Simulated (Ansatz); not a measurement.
SnTe (rock salt, Fm-3m), a = 6.4094 Å, b = 6.4094 Å, c = 6.4094 Å, α = 90.00°, β = 90.00°, γ = 90.00°; the cell used has 2 atoms.

Relaxed with PBE.

Q: Tabulate the valence density and the electron localisation function along the shortest Te–Sn contact (3.20 Å), PBE in the plane-wave PAW code Ansatz.

A: 

| distance from Te (Å) | density (e/Å³) | ELF |
|---|---|---|
| 0.32 | 11.83 | 0.01 |
| 0.48 | 6.97 | 0.09 |
| 0.64 | 3.11 | 0.28 |
| 0.80 | 1.20 | 0.45 |
| 0.96 | 0.66 | 0.53 |
| 1.12 | 0.46 | 0.60 |
| 1.28 | 0.32 | 0.65 |
| 1.44 | 0.24 | 0.59 |
| 1.60 | 0.21 | 0.46 |
| 1.76 | 0.20 | 0.38 |
| 1.92 | 0.24 | 0.34 |
| 2.08 | 0.34 | 0.33 |
| 2.24 | 0.60 | 0.35 |
| 2.40 | 1.24 | 0.33 |
| 2.56 | 2.74 | 0.20 |
| 2.72 | 5.68 | 0.06 |
| 2.88 | 10.08 | 0.01 |

The density is the valence pseudo-density with augmentation charge, so density and ELF within about 1 Å of a nucleus are not all-electron values.

The cell was relaxed with PBE under the symmetry of its start. At this level the phase is dynamically unstable (imaginary phonons). Scalar-relativistic: spin–orbit coupling is off unless named, which matters more the heavier the elements.

Potentials: the later of the program's two PAW sets.
